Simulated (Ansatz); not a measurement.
An Ansatz input:

```yaml
crystal:
  lattice:
    - [0.0, 3.2386347203, 3.2386347203]
    - [3.2386347203, 0.0, 3.2386347203]
    - [3.2386347203, 3.2386347203, 0.0]
  atoms:
    - { symbol: La, position: [0.125, 0.125, 0.125] }
    - { symbol: La, position: [0.875, 0.875, 0.875] }
hamiltonian:
  xc: r2scan
  pseudopotentials:
    kind: paw
    azcp:
      La: "pseudopotentials/La.paw.azcp"
basis:
  ecutwfc: 500
  fft_grid_basis: typed
kpoints:
  mp_grid: { grid: [9, 9, 9], shift: [0, 0, 0] }
magnetization:
  spin_polarized: false
scf:
  occupations: { method: fermi_dirac, width: 0.1 }
  lower_state_search: "off"
output:
  stress: true
```

Terminal output

```
Engine: ansatz 0.2.0, x86_64-unknown-linux-gnu
Pseudopotentials: kind: paw
Pseudopotential: La, paw, valence charge 11, recommended cutoff 500 eV (meta_gga) 
Functional definition: r2SCAN
  parameter k0 = 0.174
  parameter k1 = 0.065
  parameter a1 = 4.9479
  exchange = r2scan_x(k0 = k0, k1 = k1, a1 = a1)
  correlation = r2scan_c
Crystal: 2 atoms, lattice volume = 67.938 Å³
Basis set: ecut = 500 eV, 1759 PW (Γ), exchange–correlation on 144×144×144 points (64 copies of the dense FFT grid, shifted against one another)
Bands: 15, of which v1, the nominal top of the filled ones, is band 11 counted from 1 (10 counted from 0)
Symmetry: 48 space group operations
Space group: Fd-3m (ITA 227), of the structure as read, at distance tolerance 4.1e-5 Å
k-points: 35 of 729
Non-local potential: La, projectors of the file, l = 0: 3, l = 1: 2, l = 2: 2, l = 3: 3
PAW form: soft (Blöchl's): semilocal exchange-correlation on the pseudo side does not see the compensation charge
PAW frozen core: La, regenerated for the run's functional (the file was generated under x = pbe(κ = 0.804, μ = 0.2195149727645171), c = pbe(β = 0.06672455060314922))
PAW one-centre angular grid: La, 974 points (default); XC on 160 Gauss nodes
Initial density: superposition of atomic densities (neutral atoms: chi_scale 0, normalization atom), corrected by the library's trained network
Initial wavefunctions: pseudopotential atomic-orbital guess
Functional: x = r2scan, c = r2scan; τ floored in thin density (d = 2e-4 eV/Å³)
SCF iter   1: F=-12527.398921 eV  HF=-12527.308316 eV  |F-HF|=9.06e-2  |Δ(HF+E_count)|=         —  Δρ=1.73e-2  dr2=2.18e-1  dr2_τ=2.99e-2  ethr=1.77e-3  ⟨swp⟩=6.2  Hψ=3153  notcnv=0
SCF iter   2: F=-12527.487625 eV  HF=-12527.502324 eV  |F-HF|=1.47e-2  |Δ(HF+E_count)|=   1.94e-1  Δρ=8.55e-3  dr2=5.05e-2  dr2_τ=2.40e-3  ethr=9.91e-4  ⟨swp⟩=3.5  Hψ=1502  notcnv=0
SCF iter   3: F=-12527.506003 eV  HF=-12527.504019 eV  |F-HF|=1.98e-3  |Δ(HF+E_count)|=   1.70e-3  Δρ=1.88e-3  dr2=4.10e-3  dr2_τ=3.20e-5  ethr=2.30e-4  ⟨swp⟩=4.1  Hψ=1299  notcnv=0
SCF iter   4: F=-12527.507080 eV  HF=-12527.506586 eV  |F-HF|=4.94e-4  |Δ(HF+E_count)|=   2.57e-3  Δρ=6.34e-4  dr2=4.90e-4  dr2_τ=6.63e-6  ethr=1.87e-5  ⟨swp⟩=3.0  Hψ=1223  notcnv=0
SCF iter   5: F=-12527.507232 eV  HF=-12527.507188 eV  |F-HF|=4.35e-5  |Δ(HF+E_count)|=   6.02e-4  Δρ=2.14e-4  dr2=6.77e-5  dr2_τ=4.99e-7  ethr=2.23e-6  ⟨swp⟩=2.6  Hψ=1090  notcnv=0
SCF iter   6: F=-12527.507259 eV  HF=-12527.507254 eV  |F-HF|=4.92e-6  |Δ(HF+E_count)|=   6.58e-5  Δρ=6.45e-5  dr2=1.93e-6  dr2_τ=6.67e-8  ethr=3.08e-7  ⟨swp⟩=2.0  Hψ=875  notcnv=0
SCF iter   7: F=-12527.507260 eV  HF=-12527.507260 eV  |F-HF|=4.08e-7  |Δ(HF+E_count)|=   5.60e-6  Δρ=1.73e-5  dr2=2.68e-7  dr2_τ=3.75e-9  ethr=8.79e-9  ⟨swp⟩=2.1  Hψ=937  notcnv=0
SCF iter   8: F=-12527.507260 eV  HF=-12527.507260 eV  |F-HF|=1.88e-9  |Δ(HF+E_count)|=   5.82e-7  Δρ=2.71e-6  dr2=7.65e-9  dr2_τ=7.63e-11  ethr=4.55e-10  ⟨swp⟩=5.6  Hψ=2191  notcnv=0
SCF 1 converged in 8 iterations: F = -12527.507260 eV  dr2 = 7.65e-9
SCF converged after 8 iterations
Free energy (F): -12527.507260 eV
Harris-Foulkes:  -12527.507260 eV  (|F-HF|=1.88e-9)
Internal energy: -12527.461533 eV  (E = F + TS)
E sigma→0 (E₀):  -12527.484397 eV
Entropy (-TS):   -0.045727 eV (-22.864 meV/atom)
Fermi energy:    11.870393 eV
--- Per-component energies (eV) ---
  E_band       = -89.945423
  E_kinetic    = 401.383039
  E_local      = -803.077123  (includes V_loc(G=0)·N_el)
  E_nonlocal   = 188.424055
  E_hartree    = 279.465813
  E_xc         = -268.834423
  E_vxc        = -327.925810  (∫ρ·V_xc dr)
  E_paw        = -10875.934845  (= ΣΔE_a)
  E_vpaw       = -124.728613  (= ΣTr[D̂ρ^β])
  E_aug_tail   = 0.000000  (compensation charges beyond the density's cutoff)
  E_vtau       = 17.049976  (kinetic-family band-sum trace: ∫τ·v_τ [+ j·A + Jᵃ·Aᵃ] dr)
  E_ewald      = -1449.025075
  E_core_change = 0.137025  (= ΣΔE_core)
  E_smearing   = -0.045727  (= −TS)
  E_closure    = 0.000000  (closes the sum)
  Σ components = -12527.507260   (vs F -12527.507260, Δ=0.00e0)
--- Stress (GPa, compression-positive) ---
        5.111767       0.000000      -0.000000
       -0.000000       5.111767       0.000000
        0.000000       0.000000       5.111767
  P = ⅓ Tr σ = 5.1118 GPa (51.118 kbar)
```

Command:

```sh
ansatz run input.yaml --threads 1 --pin off --max-ram 3584MiB --backend cpu --events-out ev --progress --plain --runs-dir out
```

On 1 thread of Intel(R) Xeon(R) Platinum 8259CL CPU @ 2.50GHz (Skylake/Cascade Lake) (shared host) this took about 8.6 s of wall time and 8.5 s of CPU time.
